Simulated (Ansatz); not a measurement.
Data sheet: Bi (DFT)

Bi:
```
CELL_PARAMETERS angstrom
      4.58852     0.00000     0.00000
      0.00000     4.58852     0.00000
      0.00000     0.00000     3.26610
ATOMIC_POSITIONS crystal
  Bi 0.50000 0.00000 0.52590
  Bi 0.00000 0.50000 0.47410
```

Space group P4/nmm (No. 129); conventional cell a = b = 4.589 Å, c = 3.266 Å, α = β = γ = 90.00°.

Method: the program Ansatz at the r²SCAN level (PAW). The cell and atoms are relaxed at this level. Other levels are named where they apply.

Cell and energy:

- Volume per atom: 34.38 Å³
- Density: 10.09 g/cm³

Electronic structure:

* **Electronic character**: metallic (no gap)
* **Density of states at the Fermi level**: 0.59 states/eV per atom (mean over ±0.08 eV)
* **Gap with spin–orbit coupling**: none (metallic)

Mechanics:

- Bulk modulus (Birch–Murnaghan fit) = 49.9 GPa
- Pressure derivative B′ = 3.5
- Elastic constants (relaxed ions, GPa) = C11 = 78.4, C12 = 61.8, C13 = 15.1, C33 = 119, C44 = 8.3, C66 = 57.0
- Mechanical stability = stable (all eigenvalues of C positive)
- Hill bulk and shear moduli = 51.0 and 19.7 GPa
- Young's modulus = 52.5 GPa
- Poisson's ratio = 0.33
- Debye temperature from the elastic constants = 144 K

Phonons:

* **Highest zone-centre frequency**: 47 cm⁻¹
* **Zone-centre stability**: no imaginary mode at Γ

The workflow started from a Materials Project entry (that database holds measured and hypothetical structures alike); the Crystallography Open Database copy checked does not list it. It is not the phase usual at ambient conditions (space group No. 166). The cell was relaxed with r²SCAN under the symmetry of its start. As this level gives no gap, shear constants depend on the k-mesh and smearing (Fermi–Dirac, 0.1 eV here). As this level gives no gap, phonon frequencies hold no LO–TO term and depend on the k-mesh and smearing (Fermi–Dirac, 0.1 eV here). Axis ratios of metals converge slowly with the k-mesh, so a and c are less sure than the volume. On the denser mesh and wider smearing of the elastic run this cell carries a stress of 0.4 GPa. Spin–orbit coupling is left out wherever it is not named.

Potentials: the later of the program's two PAW sets.
